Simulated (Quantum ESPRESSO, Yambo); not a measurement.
A free-standing CdClOH monolayer (symmetry P3m1, slab cell 16.5 Å high) under biaxial strain of -3 % in the plane has a direct PBEsol gap at Γ (PBEsol (pw.x of Quantum ESPRESSO, ONCV potentials, without SOC)). One step of 0.1140 1/Å from Γ towards M, the lowest conduction band rises by 0.0910 eV and the highest valence band falls by 0.0159 eV. Yambo's RPA (18×18×1 mesh) gives an in-plane polarisability α = 1.13 Å.

Estimate the masses and the exciton binding energy from the screened two-dimensional hydrogen model, E_b = 8μ/(1 + √(1 + 32παμ/3))² in atomic units.

With ΔE = ħ²k²/2m and ħ²/2m0 = 3.810 eV Å²: m_e = 3.810 × 0.1140² / 0.0910 = 0.544 m0, m_h = 3.114 m0, so μ = m_e m_h/(m_e + m_h) = 0.463 m0. α = 2.1 bohr, 32παμ/3 = 33.1, and E_b = 0.0791 Ha = 2.15 eV. The BSE run (12×12×1 mesh, 8 valence and 5 conduction bands, static screening with 54 bands and a 3 Ry block, scissor 2.69 eV, Tamm-Dancoff, stochastic integration of W near q = 0) gives 1.46 eV. Convergence with the mesh was not shown. One finite step overestimates masses where bands are non-parabolic, and one direction stands for all. The valence edge is degenerate; only the top band's mass is used. Convergence of the RPA response with its 18×18×1 mesh was not tested. Spin-orbit splittings are left out.

Geometry strained from the cell relaxed with PBEsol, atoms relaxed again; primitive cell a = b = 3.537 Å, c = 16.500 Å, α = β = 90.00°, γ = 120.00°.

This is a model layer cut from the bulk structure; whether it is stable on its own was not checked.
